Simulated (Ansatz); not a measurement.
A relaxation computed with Ansatz, from input to last step.

```yaml
crystal:
  lattice:
    - [4.4219981227, 0.0, 0.0]
    - [-2.2109990613, 3.8295627097, 0.0]
    - [0.0, 0.0, 24.05]
  atoms:
    - { symbol: Bi, position: [0.0, 0.0, 0.1252] }
    - { symbol: Bi, position: [0.0, 0.0, 0.8748] }
    - { symbol: Bi, position: [0.3333333333, 0.6666666667, 0.2922] }
    - { symbol: Bi, position: [0.6666666667, 0.3333333333, 0.7078] }
    - { symbol: Bi, position: [0.6666666667, 0.3333333333, 0.4593] }
    - { symbol: Bi, position: [0.3333333333, 0.6666666667, 0.5407] }
    - { symbol: Te, position: [0.3333333333, 0.6666666667, 0.053] }
    - { symbol: Te, position: [0.6666666667, 0.3333333333, 0.947] }
    - { symbol: Te, position: [0.6666666667, 0.3333333333, 0.2111] }
    - { symbol: Te, position: [0.3333333333, 0.6666666667, 0.7889] }
    - { symbol: Te, position: [0.0, 0.0, 0.3631] }
    - { symbol: Te, position: [0.0, 0.0, 0.6369] }
basis:
  ecutwfc: 420
kpoints:
  mp_grid: { grid: [6, 6, 1] }
hamiltonian:
  xc: pbe
scf:
  occupations: { method: gaussian, width: 0.1 }
  lower_state_search: "off"
output:
  forces: true
  stress: true
  eigenvalues: true
relax:
  adjacent_minimum: "off"
  f_tol: 0.04
  max_steps: 70
  cell: { stress_tol: 0.4 }
```

```bash
ansatz run input.yaml --threads 4 --pin off --max-ram 10240MiB --backend cpu --events-out ev --progress --plain --runs-dir out
```

Method: DFT PBE, scalar-relativistic, plane waves, PAW in Ansatz 0.2.0.

Of 6 frames 6 are shown, positions in Å and forces in eV/Å; the SCF threshold varies from step to step. Steps run on the plane waves of an earlier cell, with a Pulay correction in the pressure. The basis is chosen afresh for the last frame, the zero of the energies, and at times for earlier ones too; energy and pressure step there, also at an unchanged geometry.

```xyz
12
Lattice="4.4220 0.0000 0.0000 -2.2110 3.8296 0.0000 0.0000 0.0000 24.0500" Properties=species:S:1:pos:R:3:forces:R:3 pbc="T T T" step=1 free_energy_over_end_meV_per_atom=27.58 pressure_GPa=1.58
Bi    0.0000    0.0000    3.0111    0.0000    0.0000    0.0088
Bi    0.0000    0.0000   21.0389    0.0000    0.0000   -0.0088
Bi    0.0000    2.5530    7.0274    0.0000    0.0000   -0.1389
Bi    2.2110    1.2765   17.0226    0.0000    0.0000    0.1389
Bi    2.2110    1.2765   11.0462    0.0000    0.0000    1.2370
Bi    0.0000    2.5530   13.0038    0.0000    0.0000   -1.2370
Te    0.0000    2.5530    1.2747    0.0000    0.0000    0.0947
Te    2.2110    1.2765   22.7753    0.0000    0.0000   -0.0947
Te    2.2110    1.2765    5.0770    0.0000    0.0000   -0.2523
Te    0.0000    2.5530   18.9730    0.0000    0.0000    0.2523
Te    0.0000    0.0000    8.7326    0.0000    0.0000    0.2286
Te    0.0000    0.0000   15.3174    0.0000    0.0000   -0.2286
12
Lattice="4.4988 0.0000 0.0000 -2.2494 3.8961 0.0000 0.0000 0.0000 24.1695" Properties=species:S:1:pos:R:3:forces:R:3 pbc="T T T" step=2 free_energy_over_end_meV_per_atom=8.45 pressure_GPa=0.03
Bi    0.0000    0.0000    3.0143    0.0000    0.0000   -0.0676
Bi    0.0000    0.0000   21.1553    0.0000    0.0000    0.0676
Bi    0.0000    2.5974    7.0542    0.0000    0.0000    0.3640
Bi    2.2494    1.2987   17.1153    0.0000    0.0000   -0.3640
Bi    2.2494    1.2987   11.2969    0.0000    0.0000   -0.5002
Bi    0.0000    2.5974   12.8726    0.0000    0.0000    0.5002
Te    0.0000    2.5974    1.3021    0.0000    0.0000    0.1438
Te    2.2494    1.2987   22.8674    0.0000    0.0000   -0.1438
Te    2.2494    1.2987    5.0484    0.0000    0.0000    0.0470
Te    0.0000    2.5974   19.1211    0.0000    0.0000   -0.0470
Te    0.0000    0.0000    8.8689    0.0000    0.0000   -0.5134
Te    0.0000    0.0000   15.3006    0.0000    0.0000    0.5134
12
Lattice="4.5089 0.0000 0.0000 -2.2544 3.9048 0.0000 0.0000 0.0000 24.1027" Properties=species:S:1:pos:R:3:forces:R:3 pbc="T T T" step=3 free_energy_over_end_meV_per_atom=2.42 pressure_GPa=0.07
Bi    0.0000    0.0000    3.0252    0.0000    0.0000   -0.0055
Bi    0.0000    0.0000   21.0775    0.0000    0.0000    0.0055
Bi    0.0000    2.6032    7.0496    0.0000    0.0000    0.0646
Bi    2.2544    1.3016   17.0531    0.0000    0.0000   -0.0646
Bi    2.2544    1.3016   11.2126    0.0000    0.0000    0.1108
Bi    0.0000    2.6032   12.8901    0.0000    0.0000   -0.1108
Te    0.0000    2.6032    1.3319    0.0000    0.0000    0.0531
Te    2.2544    1.3016   22.7708    0.0000    0.0000   -0.0531
Te    2.2544    1.3016    5.0572    0.0000    0.0000   -0.0083
Te    0.0000    2.6032   19.0455    0.0000    0.0000    0.0083
Te    0.0000    0.0000    8.7820    0.0000    0.0000   -0.1489
Te    0.0000    0.0000   15.3207    0.0000    0.0000    0.1489
12
Lattice="4.4905 0.0000 0.0000 -2.2452 3.8889 0.0000 0.0000 0.0000 24.5336" Properties=species:S:1:pos:R:3:forces:R:3 pbc="T T T" step=4 free_energy_over_end_meV_per_atom=0.70 pressure_GPa=0.02
Bi    0.0000    0.0000    3.0885    0.0000    0.0000   -0.0541
Bi    0.0000    0.0000   21.4451    0.0000    0.0000    0.0541
Bi    0.0000    2.5926    7.1439    0.0000    0.0000   -0.0545
Bi    2.2452    1.2963   17.3897    0.0000    0.0000    0.0545
Bi    2.2452    1.2963   11.4247    0.0000    0.0000    0.0888
Bi    0.0000    2.5926   13.1089    0.0000    0.0000   -0.0888
Te    0.0000    2.5926    1.3830    0.0000    0.0000    0.0458
Te    2.2452    1.2963   23.1506    0.0000    0.0000   -0.0458
Te    2.2452    1.2963    5.1127    0.0000    0.0000    0.0911
Te    0.0000    2.5926   19.4209    0.0000    0.0000   -0.0911
Te    0.0000    0.0000    8.8641    0.0000    0.0000   -0.0158
Te    0.0000    0.0000   15.6695    0.0000    0.0000    0.0158
12
Lattice="4.4924 0.0000 0.0000 -2.2462 3.8905 0.0000 0.0000 0.0000 24.6361" Properties=species:S:1:pos:R:3:forces:R:3 pbc="T T T" step=5 free_energy_over_end_meV_per_atom=0.31 pressure_GPa=0.03
Bi    0.0000    0.0000    3.1224    0.0000    0.0000   -0.0142
Bi    0.0000    0.0000   21.5137    0.0000    0.0000    0.0142
Bi    0.0000    2.5937    7.1720    0.0000    0.0000   -0.0210
Bi    2.2462    1.2968   17.4641    0.0000    0.0000    0.0210
Bi    2.2462    1.2968   11.4861    0.0000    0.0000   -0.0195
Bi    0.0000    2.5937   13.1500    0.0000    0.0000    0.0195
Te    0.0000    2.5937    1.4241    0.0000    0.0000    0.0163
Te    2.2462    1.2968   23.2120    0.0000    0.0000   -0.0163
Te    2.2462    1.2968    5.1609    0.0000    0.0000    0.0111
Te    0.0000    2.5937   19.4752    0.0000    0.0000   -0.0111
Te    0.0000    0.0000    8.8877    0.0000    0.0000    0.0176
Te    0.0000    0.0000   15.7484    0.0000    0.0000   -0.0176
12
Lattice="4.4924 0.0000 0.0000 -2.2462 3.8905 0.0000 0.0000 0.0000 24.6361" Properties=species:S:1:pos:R:3:forces:R:3 pbc="T T T" step=6 free_energy_over_end_meV_per_atom=0.00 pressure_GPa=0.02
Bi    0.0000    0.0000    3.1224    0.0000    0.0000   -0.0140
Bi    0.0000    0.0000   21.5137    0.0000    0.0000    0.0140
Bi    0.0000    2.5937    7.1720    0.0000    0.0000   -0.0209
Bi    2.2462    1.2968   17.4641    0.0000    0.0000    0.0209
Bi    2.2462    1.2968   11.4861    0.0000    0.0000   -0.0194
Bi    0.0000    2.5937   13.1500    0.0000    0.0000    0.0194
Te    0.0000    2.5937    1.4241    0.0000    0.0000    0.0165
Te    2.2462    1.2968   23.2120    0.0000    0.0000   -0.0165
Te    2.2462    1.2968    5.1609    0.0000    0.0000    0.0111
Te    0.0000    2.5937   19.4752    0.0000    0.0000   -0.0111
Te    0.0000    0.0000    8.8877    0.0000    0.0000    0.0175
Te    0.0000    0.0000   15.7484    0.0000    0.0000   -0.0175
```

It took 41 s on 4 threads of Arm Neoverse V1, on a shared host, peak memory 1.4 GiB.

The k mesh is coarse. Spin–orbit coupling is left out, which can shift energies with elements as heavy as these.